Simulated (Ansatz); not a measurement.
V (bcc (W type)), relaxed with r²SCAN (Ansatz, a first-principles code, plane waves, PAW): a = b = c = 2.984 Å, α = β = γ = 90.00°.

- B₀ by P(V) fit (GPa): 192

The same phase is relaxed and computed with PBE in the same code. What are the cell and these values now?

a = b = c = 2.997 Å, α = β = γ = 90.00°.

- B₀ by P(V) fit (GPa) = 182

All cells were relaxed under the symmetry of their starts (and spin orders); stability against distortions was not tested throughout. Rows with no word on spin ran without spin polarisation.

Potentials: the earlier of the program's two PAW sets.

Ansatz is a plane-wave DFT program.
